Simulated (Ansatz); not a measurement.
The cell below belongs to a search over invented structures; it isn't taken from experiment.

Input and command of a plane-wave DFT calculation in Ansatz:

```yaml
crystal:
  lattice:
    - [-2.1342606549, 2.1342606549, 15.0274408849]
    - [2.1342606549, -2.1342606549, 15.0274408849]
    - [2.1342606549, 2.1342606549, -15.0274408849]
  atoms:
    - { symbol: Ga, position: [0.605323237, 0.605323237, 0.0] }
    - { symbol: Ga, position: [0.1974201003, 0.1974201003, 0.0] }
    - { symbol: Ga, position: [0.8025798997, 0.8025798997, 0.0] }
    - { symbol: Ga, position: [0.394676763, 0.394676763, 0.0] }
    - { symbol: Ga, position: [0.0, 0.0, 0.0] }
    - { symbol: Sb, position: [0.25, 0.75, 0.5] }
    - { symbol: Sb, position: [0.4474032367, 0.9474032367, 0.5] }
    - { symbol: Sb, position: [0.0525967633, 0.5525967633, 0.5] }
    - { symbol: As, position: [0.8486378691, 0.3486378691, 0.5] }
    - { symbol: As, position: [0.6513621309, 0.1513621309, 0.5] }
basis:
  ecutwfc: 420
kpoints:
  mp_grid: { grid: [12, 12, 12] }
hamiltonian:
  xc: pbe
scf:
  occupations: { method: gaussian, width: 0.1 }
output:
  forces: true
  stress: true
  eigenvalues: true
relax:
  adjacent_minimum: "off"
  f_tol: 0.01
  max_steps: 80
  cell: { stress_tol: 0.05 }
```

```bash
ansatz run input.yaml --threads 4 --pin off --max-ram 8192MiB --backend cpu --events-out ev --progress --plain --runs-dir out
```

Processor: Intel(R) Xeon(R) Processor @ 2.50GHz (Skylake/Cascade Lake), 4 threads, on a host shared with other jobs.

**Question.** Estimate time, memory and problem size.

**Answer.** About 13 min, peak memory 2.6 GiB. It solves 84 bands at 163 k points (after reduction by symmetry) with about 5355 plane waves (on the last cell), in 33 SCF iterations over 4 ionic steps.
